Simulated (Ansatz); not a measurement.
Input for Ansatz (plane-wave DFT, PAW):

```yaml
crystal:
  lattice:
    - [-7.343672, 5.112191, 2.361928]
    - [6.392572, 3.97418, -2.941434]
    - [-1.6448, -3.909619, -7.061513]
  atoms:
    - { symbol: Ag, position: [0.167177163, 0.6724046391, 0.407911722] }
    - { symbol: Ag, position: [0.0632437339, 0.9414356085, 0.909475533] }
    - { symbol: Ag, position: [0.854979602, 0.6515431514, 0.4437163496] }
    - { symbol: Ag, position: [0.8417345325, 0.3316284978, 0.2384048517] }
    - { symbol: In, position: [0.1201898009, 0.3355052666, 0.5563314225] }
    - { symbol: In, position: [0.7139770723, 0.6172454758, 0.7162088193] }
    - { symbol: In, position: [0.7460464389, 0.2791289707, 0.5605350292] }
    - { symbol: In, position: [0.7597105495, 0.9197203946, 0.2248820507] }
    - { symbol: Sn, position: [0.9346027008, 0.193757126, 0.9753410778] }
    - { symbol: Sn, position: [0.2363503262, 0.0259882959, 0.6749697687] }
    - { symbol: Sn, position: [0.1998420611, 0.0307566341, 0.2955125858] }
    - { symbol: Sn, position: [0.4601988266, 0.1423522547, 0.1010433334] }
    - { symbol: Au, position: [0.6452343809, 0.2832243553, 0.8563858449] }
    - { symbol: Au, position: [0.843966011, 0.9868982801, 0.6026963957] }
    - { symbol: Au, position: [0.4763342131, 0.903004925, 0.3367193229] }
    - { symbol: Au, position: [0.8872259632, 0.6737733076, 0.1029930506] }
    - { symbol: Pb, position: [0.1603555864, 0.6336923483, 0.9779266484] }
    - { symbol: Pb, position: [0.5117994214, 0.8588076012, 0.7315490644] }
    - { symbol: Pb, position: [0.401201086, 0.501112115, 0.3282720322] }
    - { symbol: Pb, position: [0.4661365168, 0.5026019023, 0.9420085272] }
basis:
  ecutwfc: 420
kpoints:
  mp_grid: { grid: [5, 5, 5] }
hamiltonian:
  xc: pbe
scf:
  occupations: { method: gaussian, width: 0.1 }
  n_extra_bands: 10
output:
  forces: true
  stress: true
  eigenvalues: true
  populations: true
  dos:
    method: { smearing: { sigma: 0.1, scheme: gaussian } }
    projected: true
    de: 0.02
  write_density: true
  write_potential: true
  elf: true
  volumetric_format: npy
```

Command:
```bash
ansatz run input.yaml --threads 4 --pin off --max-ram 9216MiB --backend cpu --events-out ev --progress --plain --runs-dir out
```

Theory: DFT PBE, scalar-relativistic, plane waves, PAW in Ansatz 0.2.0.

From the run's log, abridged (final results; tables in files aren't shown):

```
SCF 1 converged in 9 iterations: F = -177073.612929 eV  dr2 = 2.23e-8
SCF converged after 9 iterations
Free energy (F): -177073.612929 eV
Harris-Foulkes:  -177073.612929 eV  (|F-HF|=8.50e-9)
Internal energy: -177073.569536 eV  (E = F + TS)
E sigma→0 (E₀):  -177073.591232 eV
Entropy (-TS):   -0.043392 eV (-2.170 meV/atom)
Fermi energy:    12.084515 eV
--- Per-component energies (eV) ---
  E_band       = -3196.052003
  E_kinetic    = 7390.320298
  E_local      = -35923.436641  (includes V_loc(G=0)·N_el)
  E_nonlocal   = 3345.747051
  E_hartree    = 16196.319740
  E_xc         = -4925.606427
  E_vxc        = -3350.156939  (∫ρ·V_xc dr)
  E_paw        = -129211.852590  (= ΣΔE_a)
  E_vpaw       = -7051.177711  (= ΣTr[D̂ρ^β])
  E_aug_tail   = 0.007260  (compensation charges beyond the density's cutoff)
  E_ewald      = -33945.068226
  E_smearing   = -0.043392  (= −TS)
--- Forces (eV/Å), atoms counted from 1 ---
  atom   1  Ag    -0.00732825     0.02983397    -0.00974568
  atom   2  Ag    -0.02664776    -0.01597561     0.00848009
  atom   3  Ag    -0.01427589    -0.01696969    -0.00924590
  atom   4  Ag    -0.01594203    -0.03380314    -0.00701334
  atom   5  In     0.03750373     0.02492783     0.01637463
  atom   6  In     0.00743844     0.00497792     0.03522239
  atom   7  In     0.00825512     0.00259274     0.03307838
  atom   8  In    -0.01192662     0.02327417    -0.02924746
  atom   9  Sn    -0.02245125     0.05297474    -0.04033848
  atom  10  Sn     0.05149098     0.01102239     0.00692681
  atom  11  Sn    -0.03160170     0.01276684    -0.05307696
  atom  12  Sn     0.00562331    -0.03224719     0.00358707
  atom  13  Au    -0.01837448    -0.01920082    -0.02399707
  atom  14  Au    -0.01219866    -0.03134608    -0.00588442
  atom  15  Au     0.01270901    -0.02137559     0.04490935
  atom  16  Au     0.02454312     0.01790338     0.00842995
  atom  17  Pb    -0.00022943     0.04446802    -0.01032952
  atom  18  Pb     0.04479823    -0.00450048     0.06514867
  atom  19  Pb    -0.03798748    -0.01061634    -0.01361181
  atom  20  Pb     0.00654847    -0.03868870    -0.01968591
--- Stress (GPa, compression-positive) ---
        0.082567       0.018059      -0.001253
        0.018059      -0.009877      -0.050167
       -0.001253      -0.050167       0.109367
  P = ⅓ Tr σ = 0.0607 GPa (0.607 kbar)
--- Band table (eV; the first three rows and the last of 63) ---
  k-point 0: bands = ["-93.7459", "-93.7264", "-93.6615", "-93.6358", "-80.4278", "-80.1945", "-80.0916", "-79.8938", "-45.2168", "-45.1904", "-45.1782", "-45.1734", "-45.1410", "-45.1342", "-45.1276", "-45.1070", "-45.0988", "-45.0617", "-45.0372", "-45.0323", "-43.9176", "-43.9133", "-43.8806", "-43.6922", "-43.6820", "-43.6544", "-43.5952", "-43.5668", "-43.5439", "-43.4026", "-43.3802", "-43.3428", "-9.5513", "-9.5311", "-9.4885", "-9.4800", "-9.4745", "-9.4649", "-9.4572", "-9.4412", "-9.4278", "-9.4220", "-9.4212", "-9.4166", "-9.4148", "-9.4063", "-9.4051", "-9.4027", "-9.3931", "-9.3847", "-9.3756", "-9.3325", "-5.0148", "-5.0035", "-4.9916", "-4.9723", "-4.9688", "-4.9541", "-4.9509 ...
  k-point 1: bands = ["-93.7459", "-93.7264", "-93.6615", "-93.6358", "-80.4278", "-80.1945", "-80.0916", "-79.8938", "-45.2168", "-45.1904", "-45.1782", "-45.1734", "-45.1410", "-45.1342", "-45.1276", "-45.1070", "-45.0988", "-45.0617", "-45.0372", "-45.0323", "-43.9176", "-43.9133", "-43.8806", "-43.6922", "-43.6820", "-43.6544", "-43.5952", "-43.5668", "-43.5439", "-43.4026", "-43.3802", "-43.3429", "-9.5559", "-9.5288", "-9.4895", "-9.4796", "-9.4726", "-9.4622", "-9.4557", "-9.4425", "-9.4278", "-9.4227", "-9.4213", "-9.4172", "-9.4145", "-9.4061", "-9.4047", "-9.4026", "-9.3931", "-9.3832", "-9.3744", "-9.3367", "-5.0136", "-5.0027", "-4.9920", "-4.9764", "-4.9666", "-4.9536", "-4.9506 ...
  k-point 2: bands = ["-93.7459", "-93.7264", "-93.6615", "-93.6358", "-80.4278", "-80.1945", "-80.0916", "-79.8938", "-45.2168", "-45.1904", "-45.1782", "-45.1734", "-45.1410", "-45.1342", "-45.1276", "-45.1070", "-45.0988", "-45.0617", "-45.0372", "-45.0323", "-43.9176", "-43.9133", "-43.8806", "-43.6922", "-43.6820", "-43.6544", "-43.5952", "-43.5668", "-43.5439", "-43.4026", "-43.3802", "-43.3429", "-9.5621", "-9.5247", "-9.4908", "-9.4796", "-9.4715", "-9.4585", "-9.4528", "-9.4458", "-9.4278", "-9.4250", "-9.4215", "-9.4177", "-9.4117", "-9.4053", "-9.4027", "-9.4007", "-9.3931", "-9.3813", "-9.3743", "-9.3445", "-5.0124", "-5.0002", "-4.9927", "-4.9800", "-4.9653", "-4.9530", "-4.9507 ...
  k-point 62: bands = ["-93.7459", "-93.7264", "-93.6615", "-93.6358", "-80.4278", "-80.1945", "-80.0916", "-79.8938", "-45.2168", "-45.1904", "-45.1782", "-45.1734", "-45.1410", "-45.1342", "-45.1276", "-45.1070", "-45.0988", "-45.0617", "-45.0372", "-45.0323", "-43.9176", "-43.9133", "-43.8806", "-43.6922", "-43.6820", "-43.6544", "-43.5952", "-43.5667", "-43.5439", "-43.4026", "-43.3802", "-43.3428", "-9.5559", "-9.5288", "-9.4895", "-9.4796", "-9.4726", "-9.4622", "-9.4557", "-9.4425", "-9.4278", "-9.4230", "-9.4210", "-9.4172", "-9.4145", "-9.4060", "-9.4048", "-9.4026", "-9.3932", "-9.3833", "-9.3744", "-9.3367", "-5.0136", "-5.0024", "-4.9922", "-4.9767", "-4.9670", "-4.9535", "-4.950 ...
--- Löwdin populations: 20 sites ---
  site symbol q [e]
     0     Ag     18.5522
     1     Ag     18.4610
     2     Ag     18.5613
     3     Ag     18.5549
     4     In     13.3048
     5     In     13.4800
     6     In     13.4092
     7     In     13.4228
     8     Sn     14.1906
     9     Sn     14.1768
    10     Sn     14.1242
    11     Sn     14.1905
    12     Au     18.5610
    13     Au     18.5666
    14     Au     18.5794
    15     Au     18.6440
    16     Pb     14.0639
    17     Pb     14.0630
    18     Pb     13.9895
    19     Pb     13.9790
  spilling = 0.003561 (of n_electrons = 316.000000)
```

The run converged.

Time: 2.3 min on 4 threads of Intel(R) Xeon(R) 6975P-C (Granite Rapids) (shared host), peak memory 4.6 GiB.

Spin–orbit coupling is left out, which can shift energies with elements as heavy as these.